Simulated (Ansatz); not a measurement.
AlCr2C in space group P6_3/mmc (No. 194; Al on 2d, Cr on 4f, C on 2a) at seven volumes, plane-wave PAW r²SCAN (Ansatz code), shape and atoms relaxed at each. One row is withheld.

```tsv
V (Å³/atom)	P (GPa)
9.922	23.48
10.249	14.38
10.576	6.63
10.904	0.01
11.231	-5.61
11.558	-10.41
11.885	?
```

Task: Fit the shown pressures and predict the withheld one.

Result: P = (3/2)B₀(x^(7/2) − x^(5/2))[1 + (3/4)(B′ − 4)(x − 1)] with x = (V₀/V)^(2/3). Least squares on the six rows gives V₀ = 10.905 Å³/atom, B₀ = 203 GPa, B′ = 4.31. At V = 11.885, x = 0.9442 and P = -14.52 GPa. The run itself gave -14.47 GPa.

Symmetry was held in the r²SCAN relaxation; of distortions, only those at the zone centre were tested. The run is not spin-polarised.

Potentials: the earlier of the program's two PAW sets.
